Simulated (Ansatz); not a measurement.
Structure relaxation, ReSe₂

The start is a generated cell, ReSe2 placed in the fluorite structure type. The cell and all atomic positions are relaxed at zero pressure with r2SCAN (plane waves to 500 eV, PAW, scalar-relativistic; Ansatz, a program for electronic structure). The first steps use a coarse 6×6×6 k-mesh.

Starting cell:
```
CELL_PARAMETERS angstrom
      0.00000     3.16672     3.16672
      3.16672     0.00000     3.16672
      3.16672     3.16672     0.00000
ATOMIC_POSITIONS crystal
  Re 0.00000 0.00000 0.00000
  Se 0.25000 0.25000 0.25000
  Se 0.75000 0.75000 0.75000
```

**Question.** How large is the pressure on the unrelaxed cell, and of which sign?

**Answer.** -14 GPa (negative: the cell is under tension).

**Question.** How much energy is released per atom?

**Answer.** 0.13 to 0.15 eV/atom (the two k-meshes of the run give this range).

**Question.** How does the volume per atom move from start to end?

**Answer.** -12.5 %, from 21.17 to 18.53 Å³/atom.

**Question.** How do the shortest distances between atoms change?

**Answer.** The closest pairs of elements (up to four, under 3.6 Å), start → end: Re–Se 2.74 → 2.62 Å; Se–Se 3.17 → 3.03 Å.

**Question.** What band gap does the relaxed structure have at this level?

**Answer.** Zero (metallic).

The space group stays Fm-3m (No. 225) (the run could not lower it); the end is AFLOW prototype AB2_cF12_225_a_c (C1, as in CaF2), with 3 atoms in the primitive cell. Final values are on a 13×13×13 k-mesh of the relaxed cell. No spin polarisation in the result. The relaxed primitive cell holds an odd number of electrons. A magnetic state may lie lower.

The run could not lose the symmetry of its start: the end is stationary, and may be a saddle point rather than a minimum.

All atoms sit on sites fixed by symmetry, so only the cell could relax.

The relaxed structure here is a generated cell of ReSe2: the first start was made by placing the elements on the sites of a structure type, and the end was not matched to a known phase here, so it may be hypothetical.
